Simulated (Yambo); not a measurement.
BN (space group P6_3/mmc, No. 194), G0W0@PBE in Yambo with this input:

```
rim_cut
gw0
dyson
el_el_corr
HF_and_locXC
ppa
em1d
RandQpts= 1000000
RandGvec= 1 Ry
EXXRLvcs= 84 Ry
VXCRLvcs= 336 Ry
Chimod= "HARTREE"
% BndsRnXp
 1 | 94 |
%
NGsBlkXp= 10 Ry
% LongDrXp
 1.0 | 1.0 | 1.0 |
%
PPAPntXp= 27.2114 eV
% GbndRnge
 1 | 94 |
%
GTermKind= "BG"
DysSolver= "n"
ExtendOut
```

On a 6×6×2 mesh, with wavefunctions cut at 84 Ry, the gap (H → M) is 6.164 eV and the valence edge shifts by -0.886 eV.

What happens with this change: 32 bands in G?

The gap rises by 0.037 eV, to 6.201 eV; the shift of the valence edge becomes -0.897 eV. Neither run is shown to be the converged limit. In the run with 94 bands and a 10 Ry block, which covers more k points, the smallest G0W0 gap is 5.67 eV, H → Γ.

Geometry of the Materials Project entry, not relaxed at this level; primitive cell a = b = 2.5124 Å, c = 7.7073 Å, α = β = 90.00°, γ = 120.00°.

A shift is the quasiparticle energy of the state minus its PBE energy.

The distance between layers or molecules is the database entry's, not relaxed here. Functionals without dispersion can leave it too large, which widens gaps and weakens the response across layers: the numbers belong to this cell.
